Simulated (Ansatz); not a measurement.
Starting cell, Os (hcp, Mg type):

```xyz
4
Lattice="5.5097 0.0000 0.0000 -1.3774 2.3858 0.0000 0.0000 0.0000 4.3443" Properties=species:S:1:pos:R:3 pbc="T T T"
Os     0.0000     1.5905     3.2582
Os     2.7549     1.5905     3.2582
Os     1.3774     0.7953     1.0861
Os     4.1323     0.7953     1.0861
```

The atoms are displaced by Q × the pattern below (from a DFPT mode at M = (0.5, 0.0, 0.0), largest move 1; Q in Å), at fixed cell. (q is in reciprocal vectors of the primitive cell; the cell shown is doubled to hold the pattern.)

| atom | x | y | z |
|---|---|---|---|
| Os1 | 0.000 | 0.000 | -1.000 |
| Os2 | 0.000 | 0.000 | 1.000 |
| Os3 | 0.000 | 0.000 | -1.000 |
| Os4 | 0.000 | 0.000 | 1.000 |

All values below come from PBE (plane waves to 420 eV, PAW, scalar-relativistic; Ansatz, a program for electronic structure). k mesh 19×19×11 (Γ-centred), Fermi-Dirac smearing 0.05 eV. Energies are smeared free energies. With partly filled bands, energies and forces of such displacements shift with the k mesh and the smearing. Os is run without spin polarisation. Os was relaxed with its symmetry unable to fall. Spin-orbit coupling is left out, though Os is heavy. ΔE is measured from the undisplaced structure. The last digit holds for this mesh only.

```csv
Q (Å),ΔE (meV/cell)
-0.2800,withheld
-0.2333,1905.9
-0.1867,1202.8
-0.1400,661.3
-0.0933,285.5
-0.0467,69.9
0.0000,0.0
0.0467,69.9
0.0933,285.5
0.1400,661.3
0.1867,1202.8
0.2333,1905.9
0.2800,withheld
```

Task: Fit an even polynomial form (powers 2, 4, 6) to the given rows and predict ΔE at Q = -0.2800.

Result: Least squares on the 11 given rows: ΔE = (32080)·Q² + (98410)·Q⁴ + (-817500)·Q⁶, in meV/cell with Q in Å; root-mean-square residual 0.55 meV/cell. At -0.2800 the fit gives 2726.0 meV/cell; the calculation gives 2763.7 meV/cell, so the extrapolation is off by -37.7 (-1.4 %). The quadratic term alone would give 2515.1 meV/cell.

(A displaced cell: forces are minus the slopes of the energy, force constants its curvatures, and phonons follow from these.)
